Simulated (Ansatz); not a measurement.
The start is a generated trial cell of TiAl3 in the AFLOW prototype AB3_hP8_182_c_g (as in Fe3C). Cell shape, volume and atoms are optimised at zero target pressure with PBEsol (plane waves to 420 eV, PAW, scalar-relativistic; Ansatz, a first-principles code). First-step values are on the input's coarse k-mesh.

Ansatz input (later rounds restart from its end on a renewed k-mesh):
Ansatz 0.2 input:
```yaml
crystal:
  lattice:
    - [5.4751322, 0, 0]
    - [-2.7375661, 4.7416036, 0]
    - [0, 0, 4.7467625]
  atoms:
    - { symbol: Al, position: [0.32491, 0, 0] }
    - { symbol: Al, position: [0.32491, 0.32491, 0.5] }
    - { symbol: Al, position: [0, 0.32491, 0] }
    - { symbol: Al, position: [0.67509, 0, 0.5] }
    - { symbol: Al, position: [0.67509, 0.67509, 0] }
    - { symbol: Al, position: [0, 0.67509, 0.5] }
    - { symbol: Ti, position: [0.33333333, 0.66666667, 0.25] }
    - { symbol: Ti, position: [0.66666667, 0.33333333, 0.75] }
basis: { ecutwfc: 420, ecutrho_ratio: 4, xc_grid: 2, fft_grid_basis: typed }
kpoints: { mp_grid: { grid: [7, 7, 7] } }
hamiltonian:
  xc: pbesol
  dispersion: none
  pseudopotentials: { kind: paw }
scf: { occupations: { method: fermi_dirac, width: 0.05 } }
relax: { f_tol: 0.01, max_steps: 100, cell: { stress_tol: 0.02 } }
output: { forces: true, stress: true }
```

| Item | Result |
|---|---|
| Initial pressure | +37.4 GPa (positive: the cell is compressed) |
| Largest initial force | 3.75 eV/Å, on Al1, Al2, Al3, Al4, Al5, Al6 (atoms numbered as listed) |
| Outcome | The space group stays P6₃22 (No. 182) (the run could not lower it), with 8 atoms in the primitive cell |
| Energy released | 1.53 eV/atom |
| Volume change | +12.5 %, from 15.40 to 17.33 Å³/atom |
| Shortest distances (start → end) | The closest pairs of elements (up to four, under 3.6 Å), start → end: Al–Ti 2.20 → 2.66 Å; Al–Al 2.97 → 2.76 Å; Ti–Ti 3.95 → 2.86 Å |
| Optimiser moves | 29 |

The end point of the relaxation:

Space group P6₃22 (No. 182); a = 7.483 Å, b = 7.483 Å, c = 2.860 Å, α = 90.00°, β = 90.00°, γ = 120.00°

```tsv
atom	site	symmetry	x	y	z
Al	6g	.2.	0.0000	0.3159	0.0000
Ti	2c	3.2	0.3333	0.6667	0.2500
```

Final values are on a 7×7×16 k-mesh of the relaxed cell. No spin polarisation in the result. A magnetic state may lie lower.

The run could not lower the symmetry of its start; a shaken copy of this end point relaxes with PBEsol to P2₁/m (No. 11), 0.30 eV/atom lower.

The relaxed structure here is a generated cell of TiAl3: the first start was made by placing the elements on the sites of a structure type, and the end was not matched to a known phase here, so it may be hypothetical. Known forms of TiAl3 include space group No. 139.
